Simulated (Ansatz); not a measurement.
Hf (hcp, Mg type)

```yaml
crystal:
  lattice:
    - [3.19784, 0.00000, 0.00000]
    - [-1.59892, 2.76941, 0.00000]
    - [0.00000, 0.00000, 5.04744]
  atoms:
    - { symbol: Hf, position: [0.33333, 0.66667, 0.75000] }
    - { symbol: Hf, position: [0.66667, 0.33333, 0.25000] }
```

The slice is a (1 -1 0 0) plane (indices of the conventional cell) through the point (0.667, 0.333, 0.250) (fractional), spanned by u = [110] and v = [001] in vectors of this cell: u (3.20 Å) and v (5.05 Å, at 90° to u). It covers one period; positions are fractions (u, v).

All values below come from r2SCAN (plane waves to 500 eV, PAW, scalar-relativistic; Ansatz, a program for electronic structure). k mesh 17×17×9. Near the nuclei the fields are pseudised (PAW); where an atom keeps semicore shells as valence, they peak there. Hf is run without spin polarisation. Hf was relaxed with its symmetry unable to fall. Spin-orbit coupling is left out, though Hf is heavy. The PAW data are Ansatz's earlier set.

Problem. What is the valence density on the shortest Hf–Hf line in this plane (3.20 Å), at its midpoint?

Solution. 0.19 e/Å³.

Problem. What is the ELF at the midpoint of the shortest Hf–Hf line in this plane (3.20 Å)?

Solution. 0.3.

Problem. Predict the map of the electron localisation function (ELF) on the slice.

Solution. 
```tsv
v \ u	0.00	0.15	0.31	0.46	0.62	0.77	0.92
0.90	0.82	0.68	0.15	0.36	0.17	0.40	0.80
0.75	0.22	0.22	0.32	0.39	0.37	0.26	0.22
0.60	0.76	0.51	0.13	0.18	0.15	0.25	0.70
0.45	0.76	0.46	0.15	0.32	0.23	0.21	0.70
0.30	0.51	0.46	0.28	0.19	0.22	0.38	0.50
0.15	0.65	0.39	0.12	0.46	0.26	0.18	0.58
0.00	x	x	0.29	0.25	0.14	0.66	x
```

Values: electron localisation function (ELF). Points within 0.5 Å of a nucleus are blanked (x), as the pseudised field means little there.
